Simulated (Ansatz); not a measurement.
LiH:
```cif
data_H4Li4
_chemical_formula_sum 'Li4 H4'
_space_group_name_H-M_alt 'Fm-3m'
_space_group_IT_number 225
_space_group_name_Hall '-F 4 2 3'
_cell_length_a 4.00467
_cell_length_b 4.00467
_cell_length_c 4.00467
_cell_angle_alpha 90.000
_cell_angle_beta 90.000
_cell_angle_gamma 90.000
loop_
_atom_site_label
_atom_site_type_symbol
_atom_site_symmetry_multiplicity
_atom_site_Wyckoff_symbol
_atom_site_fract_x
_atom_site_fract_y
_atom_site_fract_z
_atom_site_occupancy
Li1 Li 4 a 0.00000 0.00000 0.00000 1
H1 H 4 b 0.50000 0.50000 0.50000 1
```
(The calculation used a cell of 2 atoms; values per cell refer to that cell.)

Relaxed with r²SCAN.

Decompose the optical modes at the zone centre into irreducible representations, and say which are infrared and Raman allowed.

Point group m-3m: Γ_opt = T1u. Infrared: T1u. Raman: none.

Assign frequencies (DFPT, r²SCAN in the plane-wave PAW code Ansatz; without the LO–TO term).

T1u 606 cm⁻¹.

The r²SCAN relaxation kept the symmetry of its start; phonons on a q-mesh show no instability.

Potentials: the later of the program's two PAW sets.
